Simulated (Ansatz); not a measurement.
Here is the system:

TiAl:
```yaml
crystal:
  lattice:
    - [3.15630, 0.00000, 0.00000]
    - [0.00000, 3.15630, 0.00000]
    - [0.00000, 0.00000, 3.15630]
  atoms:
    - { symbol: Ti, position: [0.00000, 0.00000, 0.00000] }
    - { symbol: Al, position: [0.50000, 0.50000, 0.50000] }
```

This is the PBEsol-relaxed structure.

**Question.** All from PBEsol (plane waves, PAW; program Ansatz), unless another level is named. Estimate the formation energy from the elements (no fitted shifts).

**Answer.** -0.26 eV/atom.

**Question.** What about the density of states at the Fermi level?

**Answer.** 1.3 states/eV per atom (mean over ±0.08 eV).

Space group Pm-3m (CsCl type). The first step of the workflow began from a Materials Project structure, measured or hypothetical; the Crystallography Open Database copy checked does not list it. With Ti and Al taken as one species the cell has the higher symmetry Im-3m, so it may be an ordered model of a mixed-site phase. It is not the phase usual at ambient conditions (space group No. 123). The cell was relaxed with PBEsol under the symmetry of its start. At this level the phase is dynamically unstable (imaginary phonons). No spin polarisation was allowed. The references are the lowest solids computed at this level, not always the standard phases.

Potentials: the later of the program's two PAW sets.
